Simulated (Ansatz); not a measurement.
## Stress against strain in SnTe

```xyz
2
Lattice="0.0000 3.1565 3.1565 3.1565 0.0000 3.1565 3.1565 3.1565 0.0000" Properties=species:S:1:pos:R:3 pbc="T T T"
Sn    0.0000    0.0000    0.0000
Te    3.1565    3.1565    3.1565
```

Atom numbers follow the list: Sn1, Te2.

The cell is COD entry 9008726, as deposited and not checked against the literature; nothing was relaxed.

Spin–orbit coupling is left out, though it moves levels of the heavy atoms by tenths of an eV or more.

These are results of DFT, LDA, all-electron LAPW, scalar-relativistic in Ansatz 0.2.0, not measurements.

The runs use a Γ-centred 11×11×11 k mesh, Fermi–Dirac smearing of 0.08 eV, basis error target 0.25 meV/atom, no spin polarisation.

The strain is applied along the Cartesian axes of the cell as listed (γ is the engineering shear, twice εxy = εyz = εzx). Fractional coordinates are held (clamped ions).

σ is the change of stress from the unstrained cell, which is at -1.71 GPa; tension is positive, so slopes are stress–strain coefficients at that pressure.

Only quantities that a quadratic follows smoothly over the whole series are listed; rougher ones are left out.

```
      γ  σxy (GPa)
-0.0300      -0.49
-0.0100      -0.17
 0.0000       0.00
 0.0100       0.17
 0.0200       0.35
 0.0300       0.51
```

(1) Fit the series and read off the stiffness at zero strain.

(2) One run, at γ = -0.0200, is withheld. Predict its row.

Answers

(1) Least-squares fits y = p0 + p1 x + p2 x² to the rows give σxy (GPa): p1 = 16.8, p2 = 12. So C44 (clamped ions) = 17 GPa.

(2) The fits give -0.33; the run gave -0.34.
